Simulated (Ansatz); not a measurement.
Consider the following.

Cs₂SnI₆ (K2PtCl6 type, space group Fm-3m)

```cif
data_Cs8I24Sn4
_chemical_formula_sum 'Cs8 Sn4 I24'
_space_group_name_H-M_alt 'Fm-3m'
_space_group_IT_number 225
_space_group_name_Hall '-F 4 2 3'
_cell_length_a 12.03307
_cell_length_b 12.03307
_cell_length_c 12.03307
_cell_angle_alpha 90.000
_cell_angle_beta 90.000
_cell_angle_gamma 90.000
loop_
_atom_site_label
_atom_site_type_symbol
_atom_site_symmetry_multiplicity
_atom_site_Wyckoff_symbol
_atom_site_fract_x
_atom_site_fract_y
_atom_site_fract_z
_atom_site_occupancy
Cs1 Cs 8 c 0.25000 0.25000 0.25000 1
Sn1 Sn 4 a 0.00000 0.00000 0.00000 1
I1 I 24 e 0.00000 0.00000 0.24193 1
```
(The calculation used a cell of 9 atoms; values per cell refer to that cell.)

Equation-of-state scan: isotropic scaling of the cell above, V₀ being its volume. The atoms relax within the cell's symmetry.

Computed with PBE (plane waves to 420 eV, PAW, scalar-relativistic; Ansatz, a program for electronic structure). k mesh 5×5×5 (Γ-centred), Fermi-Dirac smearing 0.05 eV. The energy includes the smearing's −TS. Stress and pressure are positive under compression. Cs2SnI6 was relaxed with its symmetry unable to fall. Spin-orbit coupling is left out, though I is heavy. The relaxed volume of Cs2SnI6 is well above the measured one; the method has no dispersion term. ΔE is measured from the relaxed starting cell.

The scan covers V/V₀ from 0.840 to 1.160 in 11 points.

Q: What is ΔE at V/V₀ = 1.160?

A: 18 meV/atom.

Q: What is ΔE at V/V₀ = 0.840?

A: 44 meV/atom.

Q: What pressure does the cell carry at V/V₀ = 0.840?

A: 2.3 GPa.

(A scan under strain: stresses follow from slopes of the energy per volume, elastic moduli from its curvatures.)
